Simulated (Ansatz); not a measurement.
Here is the system:

CrCuO2 (delafossite type, space group R-3m)

```xyz
4
Lattice="1.4819 0.8556 5.6401 -1.4819 0.8556 5.6401 0.0000 -1.7111 5.6401" Properties=species:S:1:pos:R:3 pbc="T T T"
Cu     0.0000     0.0000     0.0000
Cr     0.0000     0.0000     8.4602
O      0.0000     0.0000     1.8295
O      0.0000     0.0000    15.0910
```

This relaxed cell (volume V₀) is scaled evenly in all directions, its shape held. The atoms relax within the cell's symmetry.

Computed with PBEsol (plane waves to 420 eV, PAW, scalar-relativistic; Ansatz, a quantum-chemistry and plane-wave program). k mesh 13×13×13 (Γ-centred), Fermi-Dirac smearing 0.05 eV. E stands for the smeared free energy. Compression counts positive. With the shape held, the modulus is that of even scaling; a crystal free to change shape is softer. CrCuO2 is run spin-polarised and with no Hubbard U. CrCuO2 was relaxed with its symmetry unable to fall. Relaxed CrCuO2 ends ferromagnetic. Other magnetic orders were not checked, so this need not be the ground state. ΔE is measured from the relaxed starting cell.

The scan covers V/V₀ from 0.840 to 1.160 in 13 points.

Task: What is ΔE at V/V₀ = 1.160?

Result: 123.5 meV/atom.

Task: What pressure does the cell carry at V/V₀ = 0.840?

Result: 49.2 GPa.

Task: What is ΔE at V/V₀ = 0.840?

Result: 224.6 meV/atom.

(Under strain, the slope of the energy per volume gives the stress and its curvature an elastic modulus.)
